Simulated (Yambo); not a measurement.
Yambo run on RbH (rock salt, space group Fm-3m, No. 225). The wavefunctions are norm-conserving PBEsol (Quantum ESPRESSO, 72 Ry, scalar-relativistic) ones on a 4×4×4 mesh (5 occupied bands); a = 4.2484 Å, b = 4.2484 Å, c = 4.2484 Å, α = 60.00°, β = 60.00°, γ = 60.00°.

Yambo input:

```
gw0
dyson
el_el_corr
HF_and_locXC
ppa
em1d
EXXRLvcs= 72 Ry
VXCRLvcs= 288 Ry
Chimod= "HARTREE"
% BndsRnXp
 1 | 117 |
%
NGsBlkXp= 10 Ry
% LongDrXp
 1.0 | 1.0 | 1.0 |
%
PPAPntXp= 27.2114 eV
% GbndRnge
 1 | 117 |
%
GTermKind= "BG"
DysSolver= "n"
ExtendOut
% QPkrange
 3 | 3 | 5 | 6 |
%
```

k points by index: 3 = L.

Table of the .qp output:

```
#    K-point    Band    Eo [eV]    E [eV]    E-Eo [eV]    Vxc [eV]    Vnlxc [eV]    Sc|Eo [eV]    Sc|E [eV]    dSc/dw|Eo [eV]    Re(Z)    Im(Z)
#
    3    5    0.000000    -1.667018    -1.667018    -10.11585    -13.24455    1.071535    1.461684    -6.368087    0.810355    -0.001500
    3    6    2.723265    3.494243    0.770978    -6.581760    -2.787764    -2.896608    -3.023018    -4.460887    0.859153    -0.001180
```
(The two width columns are left out.) Convergence of these settings isn't established.

Geometry of the Materials Project entry, not relaxed at this level.
